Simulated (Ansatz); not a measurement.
With the program Ansatz at the r²SCAN level (PAW), Mg in the A15 (β-W type) structure (Pm-3n) relaxes to a = 5.693 Å.

Electronic character: metallic (no gap).

An equation-of-state fit gives a bulk modulus of 37.3 GPa. The relaxed-ion elastic constants in GPa are C11 = 84.9, C12 = 13.8, C44 = 5.8. The elastic constants imply a Debye temperature near 323 K.

The start of the workflow was typed in or built on a structure type; neither database checked (COD, Materials Project) lists it. It is not the phase usual at ambient conditions (space group No. 194). Symmetry was held in the r²SCAN relaxation; whether a distortion lowers the energy is not shown. As this level gives no gap, shear constants depend on the k-mesh and smearing (Fermi–Dirac, 0.1 eV here).

Potentials: the later of the program's two PAW sets.
